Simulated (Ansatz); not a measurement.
All numbers below come from DFT PBE, scalar-relativistic, plane waves, PAW in Ansatz. All cells share a 420 eV cutoff and Γ-centred k meshes spaced at most about 0.3 Å⁻¹ (about 0.25 or finer for metals, 2π included). No spin polarisation in the final relaxations.

Temperature and zero-point effects are left out.

Two forms of Ge2F were relaxed alike.

1. Space group P6/mmm (No. 191), hexagonal, a = 4.364 Å, c = 2.931 Å. Ge has 3 Ge at 2.52 Å, 6 F at 2.91 Å and 2 Ge at 2.93 Å; around F lie 12 Ge at 2.91 Å and 2 F at 2.93 Å (long contacts).

2. Space group P4_2/nmc (No. 137), tetragonal, a = 2.792 Å, c = 12.830 Å. Around Ge lie 2 F at 2.38 Å; F is surrounded by 4 Ge at 2.38 Å and 4 F at 2.79 Å.

Question: Which is lower in energy, and by how much?

Answer: Cell 2 is lower, by 116 meV/atom. Cell 1 has space group P6/mmm (No. 191), 16.1 Å³/atom and no gap on its mesh; cell 2 has space group P4_2/nmc (No. 137), 16.7 Å³/atom and no gap. Counting F atoms around Ge (those within 1.25 times the shortest such distance or 1.15 times the sum of covalent radii; the shortest distance is added where it is long for a bond), cell 1 has Ge 6 from 2.9 Å and cell 2 has Ge 2 from 2.4 Å. Cell 1 holds Ge–Ge nets (shortest 2.52 Å); in cell 2 the shortest Ge–Ge distance is 2.79 Å, near bonding range too. Both come from invented guesses.

Weakly bound directions are ill-defined at this level, which has no dispersion term (P4_2/nmc), and this can change margins and order among such cells. In P6/mmm an odd number of electrons in the primitive cell allows no gap without spin; a larger cell or a magnetic state could open one. Cells relaxed within their symmetry can be saddle points.
